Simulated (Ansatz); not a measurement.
Relaxed HfO$_{2}$ (fluorite):

```
HfO2
1.0
    0.00000     5.09813     5.09813
    2.54906     0.00000     2.54906
    2.54906     2.54906     0.00000
Hf O
2 4
Direct
  0.00000   0.00000   0.00000
  0.50000   0.00000   0.00000
  0.12500   0.25000   0.25000
  0.62500   0.25000   0.25000
  0.37500   0.75000   0.75000
  0.87500   0.75000   0.75000
```

Scan: atom 5 (O, nearest neighbour Hf at 2.208 Å; its periodic images, 3.6 Å or more away, move with it) is displaced along Cartesian [110], direction (0.707, 0.707, 0.000) in Cartesian axes, by s. The other atoms stay.

Level of theory: PBE (plane waves to 420 eV, PAW, scalar-relativistic; Ansatz, a first-principles code). k mesh 9×9×9 (Γ-centred), Fermi-Dirac smearing 0.05 eV. The energy includes the smearing's −TS. Left out: 4 of 11 points, with atoms too close for the PAW data. F∥ is the force on the atom along that direction. HfO2 is run without spin polarisation. HfO2 was relaxed with its symmetry unable to fall. Spin-orbit coupling is left out, though Hf is heavy. The PAW data are Ansatz's earlier set. This is a high-temperature form of HfO2. The zero of ΔE is the undisplaced structure.

Task: Predict the ΔE (meV/cell) and F∥ (eV/Å) at s (Å) = -0.396, -0.264, 0.132, 0.264, 0.396.

Result: 
```tsv
s (Å)	ΔE (meV/cell)	F∥ (eV/Å)
-0.396	955	5.233
-0.264	404	3.187
0.132	98	-1.500
0.264	404	-3.187
0.396	955	-5.233
```

(A displaced cell: forces are minus the slopes of the energy, force constants its curvatures, and phonons follow from these.)
